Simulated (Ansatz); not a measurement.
# Compressing TiAs: a fit and a missing row

TiAs, P6_3/mmc, a = 3.604 Å, c = 6.078 Å. The structure is a Materials Project entry; whether it is the stable form wasn't checked. Ansatz: PBEsol, PAW, 420 eV, Γ-centred 12×12×8 mesh on 4 atoms, Gaussian smearing 0.10 eV; no spin polarisation. Shape and atoms are relaxed at each volume; pressure is positive in compression.

| V (Å³/atom) | P (GPa) |
| --- | --- |
| 15.037 | ? |
| 15.550 | 14.04 |
| 16.063 | 8.66 |
| 16.575 | 4.04 |
| 17.088 | 0.00 |
| 17.600 | -3.46 |
| 18.113 | -6.44 |
| 18.797 | -9.75 |

Q: Take V0 = 17.088 Å³/atom, fit the third-order Birch–Murnaghan form to the other rows, and predict the missing pressure.

A: With the Eulerian strain f = ½[(V0/V)^(2/3) − 1] and y = P/[3f(1 + 2f)^(5/2)], the form is the line y = B0 + 1.5 B0 (B0′ − 4) f. Rows (f, y): 0.03245, 123.2; 0.02105, 123.7; 0.01026, 124.8; -0.00974, 124.4; -0.01905, 124.2; -0.03079, 123.7. Means f = 0.0006967, y = 124.00; Σ(Δf)² = 0.003004, ΣΔfΔy = -0.02254; the slope is their ratio. y = 124.0 − 7.501 f GPa, so B0 = 124.0 GPa and B0′ = 4 + 2 × (-7.501)/(3 × 124.0) = 3.96. At V = 15.037, f = 0.04449, y = 123.67 and P = 20.43 GPa. The run gave 20.21 GPa, so the fit is 0.22 GPa too high, a small miss on the scale of the series.